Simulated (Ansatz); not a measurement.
Relaxed-ion elastic tensor of CdTe (zinc blende, F-43m) in GPa (Voigt order), LDA (plane waves, PAW; program Ansatz); density 6.06 g/cm³, 32.90 Å³ per atom.

```
58.5  40.1  40.1   0.0   0.0   0.0
40.1  58.5  40.1   0.0   0.0   0.0
40.1  40.1  58.5   0.0   0.0   0.0
 0.0   0.0   0.0  21.6   0.0   0.0
 0.0   0.0   0.0   0.0  21.6   0.0
 0.0   0.0   0.0   0.0   0.0  21.6
```

**Question.** Is the crystal mechanically stable?

**Answer.** Yes: the smallest eigenvalue of C is 18.5 GPa.

**Question.** Work out the Voigt, Reuss and Hill averages.

**Answer.** K_V = 46.2, K_R = 46.2, K_H = 46.2; G_V = 16.6, G_R = 14.0, G_H = 15.3 GPa.

**Question.** Give Young's modulus, Poisson's ratio, Pugh's ratio and the universal anisotropy index.

**Answer.** E = 9KG/(3K + G) = 41.4 GPa; ν = 0.35; K/G = 3.01 (ductile by the Pugh limit of 1.75); A_U = 5G_V/G_R + K_V/K_R − 6 = 0.92.

**Question.** Estimate the sound speeds and the Debye temperature.

**Answer.** v_l = √((K + 4G/3)/ρ) = 3320 m/s, v_t = √(G/ρ) = 1590 m/s, mean 1790 m/s; Θ = (h/k)(3n/4πV)^(1/3) v_m = 166 K.

**Question.** Give the Zener ratio and Young's modulus along [100], [110] and [111].

**Answer.** A = 2C44/(C11 − C12) = 2.34; 1/E = S11 − 2(S11 − S12 − S44/2)Γ with Γ = 0, 1/4, 1/3 gives 26.0, 43.4, 56.0 GPa.

The LDA relaxation kept the symmetry of its start; of distortions, only those at the zone centre were tested. Scalar-relativistic: spin–orbit coupling is off unless named, which matters more the heavier the elements.

Potentials: the later of the program's two PAW sets.
